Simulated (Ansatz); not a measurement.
CsPbBr3: comparing deformations

Method: DFT PBEsol, scalar-relativistic, plane waves, PAW in Ansatz. The runs took a 420 eV cutoff, a Γ-centred 6×6×6 mesh and Gaussian smearing (0.05 eV). Spin–orbit coupling is left out, which can shift energies with elements as heavy as these. No spin polarisation. Energies are free energies at this smearing, counted from the undisturbed cell; pressure is positive in compression.

The starting cell (as given, not relaxed at this level; it stands at 0.0 GPa, and it needn't be the usual structure):

```
Cs Pb Br
1.0
     5.87000    0.00000    0.00000
     0.00000    5.87000    0.00000
     0.00000    0.00000    5.87000
Cs Pb Br
1 1 3
Cartesian
  0.0000 0.0000 0.0000
  2.9350 2.9350 2.9350
  0.0000 2.9350 2.9350
  2.9350 0.0000 2.9350
  2.9350 2.9350 0.0000
```

The cell is strained by ε times a Voigt pattern (xx, yy, zz, yz, xz, xy; engineering shear) with fractional coordinates fixed. τ = (1/V0) dE/dε comes from the stress tensor. Of each scan, only the three points used here are listed.

| pattern | ε | τ (GPa) |
| --- | --- | --- |
| (1, 1, 0, 0, 0, 0) | -0.0150 | -1.96 |
| (1, 1, 0, 0, 0, 0) | 0.0000 | -0.05 |
| (1, 1, 0, 0, 0, 0) | 0.0150 | 1.56 |
| (0, 0, 1, 0, 0, 0) | -0.0150 | -0.88 |
| (0, 0, 1, 0, 0, 0) | 0.0000 | -0.02 |
| (0, 0, 1, 0, 0, 0) | 0.0150 | 0.69 |
| (0, 1, 0, 0, 0, 0) | -0.0150 | -0.88 |
| (0, 1, 0, 0, 0, 0) | 0.0000 | -0.02 |
| (0, 1, 0, 0, 0, 0) | 0.0150 | 0.69 |

Task: Which constants do the scans give, and which deformation costs least for the same size of strain tensor?

Result: The slope dτ/dε at zero (parabola through three points) is pᵀCp: (1, 1, 0, 0, 0, 0) gives 2(C11 + C12) = 117 GPa; (0, 0, 1, 0, 0, 0) gives C11 = 52 GPa; (0, 1, 0, 0, 0, 0) gives C11 = 52 GPa. The size of the strain tensor, ε:ε, is ε² times 2.0, 1.0, 1.0. Per unit of it the stiffnesses are 59, 52, 52 GPa, so (0, 0, 1, 0, 0, 0) is the softest of these, level with (0, 1, 0, 0, 0, 0) (alike by symmetry): at ε:ε = (1 %)² the quadratic term costs 0.66 meV/atom against 0.74 for the stiffest.

Task: What else follows for this cubic crystal?

Result: From the unrounded slopes C11 = 52.3 and C12 = 6.4 GPa, so B = (C11 + 2 C12)/3 = 22 GPa and the Poisson ratio for a pull along a cube edge is C12/(C11 + C12) = 0.11.

Symmetry holds off the tilts and polar distortions that many cubic perovskites undergo.